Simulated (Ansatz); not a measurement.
# Computed properties of PdCl2

PdCl₂:
```
PdCl2
1.0
    5.31982     0.00000     0.00000
    0.00000     3.80060     0.00000
   -1.88088     0.00000     6.05906
Pd Cl
2 4
Cartesian
 -0.94044   0.00000   3.02953
  0.00000   1.90030   0.00000
  0.79056   0.97021   1.92087
  2.64838   2.83040   4.13819
  3.58882   2.87051   1.10866
 -0.14988   0.93010   4.95039
```

Space group P2_1/c (No. 14); conventional cell a = 5.3198 Å, b = 3.8006 Å, c = 6.3443 Å, α = γ = 90.00°, β = 107.25°.

Method: LDA in the plane-wave PAW code Ansatz. Geometry: relaxed at this level of theory. Other levels are named where they apply.

**Cell and energy**

```json
{
  "volume_per_atom": "20.42 Å³",
  "density": "4.81 g/cm³",
  "Formation energy from the elements (no fitted shifts)": "-0.48 eV/atom"
}
```

**Electronic structure**

```json
{
 "band_gap": "0.45 eV (indirect)",
 "valence_band_maximum": "at Y2 (k = 0.500, 0.000, 0.000 in fractions of the reciprocal vectors)",
 "conduction_band_minimum": "off the standard path, at k = (0.359, 0.000, -0.396) in fractions of the reciprocal vectors",
 "smallest_direct_gap_on_the_standard_path": "0.87 eV",
 "electron_effective_mass": "0.34, 0.68, 1.0 mₑ (principal values)",
 "Electron effective mass with spin–orbit coupling": "0.35, 0.69, 1.0 mₑ (principal values)",
 "hole_effective_mass": "0.99, 1.5, 2.3 mₑ (principal values)",
 "Hole effective mass with spin–orbit coupling": "1.0, 1.6, 2.3 mₑ (principal values)",
 "HSE06 gap on the LDA cell": "2.12 eV",
 "Gap with spin–orbit coupling": "0.45 eV"
}
```

**Dielectric response**

```json
{
  "Electronic dielectric constant ε∞ (DFPT)": "6.00 (xx), 6.28 (yy), 9.78 (zz)",
  "Born charges (a third of the trace)": "Pd +0.72, Cl -0.36 e"
}
```

**Charges**

```json
{
 "bader_charges": "Pd +0.58, Cl -0.29 e"
}
```

The first step of the workflow began from a Materials Project structure, measured or hypothetical; the Crystallography Open Database copy checked does not list it. COD files the formula under space group No. 58. Whether it is the stable phase at ambient conditions was not checked. The LDA relaxation kept the symmetry of its start; its stability against distortions is not shown here. No spin polarisation was allowed. A crystal of weakly bound layers computed without a dispersion correction: the cell and the soft elastic constants depend strongly on that. The references are the lowest solids computed at this level, not always the standard phases (solids in place of the gases). Spin–orbit coupling is left out wherever it is not named.

Potentials: the later of the program's two PAW sets.
